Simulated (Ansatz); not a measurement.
Theory: DFT PBE, scalar-relativistic, plane waves, PAW in Ansatz. All cells share a 420 eV cutoff and Γ-centred k meshes spaced at most about 0.3 Å⁻¹ (about 0.25 or finer for metals, 2π included). No spin polarisation in the final relaxations.

These are static total energies at zero pressure.

Two relaxed structures of Sn2TeAs2:

A.

```
Sn Te As
1.0
    -2.56893    2.56893    5.03636
     2.56893   -2.56893    5.03636
     2.56893    2.56893   -5.03636
Sn Te As
2 1 2
Direct
  0.35681 0.35681 0.00000
  0.64319 0.64319 0.00000
  0.00000 0.00000 0.00000
  0.75000 0.25000 0.50000
  0.25000 0.75000 0.50000
```

B.

```
Sn Te As
1.0
     4.19231    0.00000    0.00000
     0.00000    4.19231    0.00000
     0.00000    0.00000    7.79526
Sn Te As
2 1 2
Direct
  0.50000 0.00000 0.87309
  0.00000 0.50000 0.87309
  0.50000 0.50000 0.20390
  0.50000 0.00000 0.50130
  0.00000 0.50000 0.50130
```

Question: Which form is favoured at zero pressure, and by what margin per atom?

Answer: A is lower, by 80 meV/atom. A has space group I4/mmm (No. 139), 26.6 Å³/atom and no gap on its mesh; B has space group P4mm (No. 99), 27.4 Å³/atom and no gap. Counting As or Te atoms around Sn (for each partner element, those within 1.25 times its shortest distance or 1.15 times the sum of covalent radii, where it is the nearest in units of that sum or under 1.3; a plus sign parts groups by distance over the sum of covalent radii), A has Sn 4+5 and B has Sn 3. Even the lower one lies +0.18 eV/atom against the reference forms of the elements (uncorrected), so neither is stable at this level. In A, Sn has 4 As at 2.79 Å, 1 Sn at 2.88 Å, 1 Te at 3.59 Å and 4 Te at 3.91 Å; Te has 2 Sn at 3.59 Å, 8 As at 3.60 Å and 8 Sn at 3.91 Å; As has 4 Sn at 2.79 Å, 4 Te at 3.60 Å and 4 As at 3.63 Å. In B, Sn has 1 As at 2.90 Å, 4 Sn at 2.96 Å and 2 Te at 3.32 Å; Te is surrounded by 4 As at 3.13 Å and 4 Sn at 3.32 Å; around As lie 1 Sn at 2.90 Å, 4 As at 2.96 Å and 2 Te at 3.13 Å. Both come from invented guesses. A third cell relaxed alike, in P4/mmm, lies 137 meV/atom below the lower of the two.

Spin–orbit coupling, which can matter for Te, is left out. Cells relaxed within their symmetry can be saddle points.
